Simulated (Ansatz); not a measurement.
Ansatz (an electronic-structure program) input:

Ansatz 0.2 input:
```yaml
crystal:
  lattice:
    - [3.1467311177, 0.0, 0.0]
    - [-1.5733655588, 2.7251490868, 0.0]
    - [0.0, 0.0, 5.0963806919]
  atoms:
    - { symbol: Al, position: [0.0, 0.0, 0.9995307165] }
    - { symbol: Ga, position: [0.6666666667, 0.3333333333, 0.4972330116] }
    - { symbol: N, position: [0.6666666667, 0.3333333333, 0.1125263867] }
    - { symbol: N, position: [0.0, 0.0, 0.6270998852] }
kpoints:
  mp_grid: { grid: [9, 9, 5] }
basis: { xc_grid: 2 }
hamiltonian:
  xc: pbesol
  pseudopotentials: { kind: paw }
scf:
  occupations: { method: fixed }
output:
  optics: { e_range: [0.0, 15.0], de: 0.05, sigma: 0.1, bands: { spectra_wanted_up_to: 12 eV } }
```

Output (shortened):

```
output.optics: the spectra are integrated over the Brillouin zone by k·p interpolation around the k-points, where levels, occupations, output.optics.sigma and …
Pseudopotentials: kind: paw
Pseudopotential: Al, paw, valence charge 3
Pseudopotential: Ga, paw, valence charge 13
Pseudopotential: N, paw, valence charge 5
Functional definition: PBEsol
Crystal: 4 atoms, lattice volume = 43.703 Å³
Basis set: ecut = 420 eV, 845 PW (Γ), exchange–correlation on 48×48×72 points (8 copies of the dense FFT grid, shifted against one another)
Bands: 17, of which v1, the nominal top of the filled ones, is band 13 counted from 1 (12 counted from 0)
Symmetry: 6 space group operations
Space group: P3m1 (ITA 156), of the structure as read, at distance tolerance 3.5e-5 Å
k-points: 50 of 405 (time reversal used)
PAW frozen core: Al, regenerated for the run's functional, and the local potential with it
PAW frozen core: Ga, regenerated for the run's functional, and the local potential with it
PAW frozen core: N, regenerated for the run's functional, and the local potential with it
Initial wavefunctions: pseudopotential atomic-orbital guess
Eigensolver: davidson
Functional: x = pbesol(κ = 0.804, μ = 0.12345679012345678), c = pbesol(β = 0.046)
SCF iter   1: F=—  HF=-5028.793061 eV  |F-HF|=—  |Δ(HF+E_count)|=         —  Δρ=1.17e-2  dr2=6.31e-2  ethr=1.77e-3  ⟨swp⟩=4.5  Hψ=3659  notcnv=0  defer=80
all-band conjugate gradients solve this SCF's bands
preconditioner: auto → none
SCF iter   2: F=—  HF=-5028.777977 eV  |F-HF|=—  |Δ(HF+E_count)|=   1.51e-2  Δρ=5.29e-3  dr2=1.08e-2  ethr=2.43e-4  ⟨swp⟩=2.2  Hψ=1690  notcnv=0  defer=99
SCF iter   3: F=—  HF=-5028.774813 eV  |F-HF|=—  |Δ(HF+E_count)|=   3.16e-3  Δρ=6.83e-4  dr2=1.66e-4  ethr=4.14e-5  ⟨swp⟩=2.0  Hψ=1284  notcnv=0  defer=100
SCF iter   4: F=—  HF=-5028.774803 eV  |F-HF|=—  |Δ(HF+E_count)|=   1.03e-5  Δρ=4.11e-4  dr2=5.04e-5  ethr=6.37e-7  ⟨swp⟩=2.1  Hψ=1414  notcnv=0  defer=99
SCF iter   5: F=—  HF=-5028.774723 eV  |F-HF|=—  |Δ(HF+E_count)|=   8.01e-5  Δρ=1.41e-4  dr2=6.17e-6  ethr=1.94e-7  ⟨swp⟩=2.0  Hψ=1138  notcnv=0  defer=3
SCF iter   6: F=—  HF=-5028.774721 eV  |F-HF|=—  |Δ(HF+E_count)|=   1.75e-6  Δρ=4.08e-5  dr2=3.61e-7  ethr=2.37e-8  ⟨swp⟩=2.4  Hψ=1294  notcnv=0
SCF iter   7: F=—  HF=-5028.774723 eV  |F-HF|=—  |Δ(HF+E_count)|=   1.58e-6  Δρ=9.19e-6  dr2=2.16e-8  ethr=1.39e-9  ⟨swp⟩=3.0  Hψ=1565  notcnv=0
SCF iter   8: F=—  HF=-5028.774723 eV  |F-HF|=—  |Δ(HF+E_count)|=   1.15e-8  Δρ=2.99e-6  dr2=1.89e-9  ethr=8.30e-11  ⟨swp⟩=2.0  Hψ=1135  notcnv=0
SCF iter  10: F=-5028.774723 eV  HF=-5028.774723 eV  |F-HF|=0.00e0  |Δ(HF+E_count)|=  2.91e-11  Δρ=7.27e-8  dr2=1.11e-12  ethr=1.00e-12  ⟨swp⟩=3.2  Hψ=2696  notcnv=0
SCF 1 converged in 10 iterations: F = -5028.774723 eV  dr2 = 1.11e-12
NSCF: frozen V_eff on 50 k-points
Optics k sum: 0 of 50 k-points
Optics k sum: 3 of 50 k-points
Optics k sum: 5 of 50 k-points
Optics k sum: 8 of 50 k-points
Optics k sum: 10 of 50 k-points
Optics k sum: 13 of 50 k-points
Optics k sum: 15 of 50 k-points
Optics k sum: 18 of 50 k-points
Optics k sum: 20 of 50 k-points
Optics k sum: 23 of 50 k-points
Optics k sum: 25 of 50 k-points
Optics k sum: 28 of 50 k-points
Optics k sum: 30 of 50 k-points
Optics k sum: 33 of 50 k-points
Optics k sum: 35 of 50 k-points
Optics k sum: 38 of 50 k-points
Optics k sum: 40 of 50 k-points
Optics k sum: 43 of 50 k-points
Optics k sum: 45 of 50 k-points
Optics k sum: 48 of 50 k-points
Optics k sum: 50 of 50 k-points
Optics k sum: 0 of 50 k-points
Optics k sum: 3 of 50 k-points
Optics k sum: 5 of 50 k-points
Optics k sum: 8 of 50 k-points
Optics k sum: 10 of 50 k-points
Optics k sum: 13 of 50 k-points
Optics k sum: 15 of 50 k-points
Optics k sum: 18 of 50 k-points
Optics k sum: 20 of 50 k-points
Optics k sum: 23 of 50 k-points
Optics k sum: 25 of 50 k-points
Optics k sum: 28 of 50 k-points
Optics k sum: 30 of 50 k-points
Optics k sum: 33 of 50 k-points
Optics k sum: 35 of 50 k-points
Optics k sum: 38 of 50 k-points
Optics k sum: 40 of 50 k-points
Optics k sum: 43 of 50 k-points
Optics k sum: 45 of 50 k-points
Optics k sum: 48 of 50 k-points
Optics k sum: 50 of 50 k-points
NSCF: frozen V_eff on 1 k-points
NSCF: frozen V_eff on 1 k-points
NSCF: frozen V_eff on 1 k-points
NSCF: frozen V_eff on 1 k-points
output.optics: what the bands over the 27 summed would add to eps1, eps2 and the energy-loss function is held between a lower and an upper bound (6 Lanczos …
SCF converged after 10 iterations
Free energy (F): -5028.774723 eV
Harris-Foulkes:  -5028.774723 eV  (|F-HF|=0.00e0)
Internal energy: -5028.774723 eV  (E = F + TS)
E sigma→0 (E₀):  -5028.774723 eV
Fermi energy:    8.413786 eV
--- Per-component energies (eV) ---
  E_band       = -0.979935
  E_kinetic    = 405.365566
  E_local      = -2560.460681  (includes V_loc(G=0)·N_el)
  E_nonlocal   = 531.180819
  E_hartree    = 1162.356312
  E_xc         = -228.381060
  E_vxc        = -241.341145  (∫ρ·V_xc dr)
  E_paw        = -2653.722714  (= ΣΔE_a)
  E_vpaw       = -460.437249  (= ΣTr[D̂ρ^β])
  E_aug_tail   = 0.000138  (compensation charges beyond the density's cutoff)
  E_ewald      = -1686.051417
  E_core_change = 0.938314  (= ΣΔE_core)
  E_smearing   =  0.000000  (= −TS)
  E_closure    =  0.000000  (closes the sum)
  Σ components = -5028.774723   (vs F -5028.774723, Δ=0.00e0)
  [band-id]    e_kinetic+e_local+e_nonlocal+2·e_hartree+e_vxc+e_vpaw+e_augmentation_tail = -0.979929   (vs E_band -0.979935, Δ=6.32e-6)
--- Band table (eV; the first three rows and the last of 50) ---
  k-point 0: bands = ["-7.2325", "-5.9478", "-4.7648", "-4.7648", "-4.4901", "-4.4901", "-3.6838", "1.7653", "7.3050", "7.3050", "8.3057", "8.4138", "8.4138", "11.2301", "13.8639", "18.0360", "18.8589"]
  k-point 1: bands = ["-7.1087", "-6.0057", "-4.7649", "-4.7649", "-4.4906", "-4.4906", "-3.9580", "2.3650", "7.3642", "7.3642", "7.4007", "8.3499", "8.3499", "11.9733", "13.9507", "17.7936", "18.8281"]
  k-point 2: bands = ["-6.8189", "-6.1868", "-4.7650", "-4.7650", "-4.4913", "-4.4913", "-4.3531", "3.7174", "5.8053", "7.4809", "7.4809", "8.2257", "8.2257", "13.0401", "14.0190", "17.3923", "18.0959"]
  k-point 49: bands = ["-6.1166", "-5.2628", "-4.6665", "-4.5690", "-4.5152", "-3.8329", "-2.7981", "2.3362", "3.4790", "3.9290", "4.7092", "7.0129", "7.1400", "14.9222", "15.1135", "15.7071", "16.1564"]
  band table: 17 of 17 bands, residual norms ≤ 1.0e-3 eV
```

Cost: very roughly 2.2 core-minutes on shared cores.

The first step of the workflow began from a Materials Project structure, measured or hypothetical; the Crystallography Open Database copy checked does not list it. With Al and Ga taken as one species the cell has the higher symmetry P6_3mc, so it may be an ordered model of a mixed-site phase. Its standing as an ambient phase is unchecked. Symmetry was held in the PBEsol relaxation; whether a distortion lowers the energy is not shown. Scalar-relativistic: spin–orbit coupling is off unless named, which matters more the heavier the elements.

Potentials: the later of the program's two PAW sets.

Ansatz is a plane-wave DFT program.
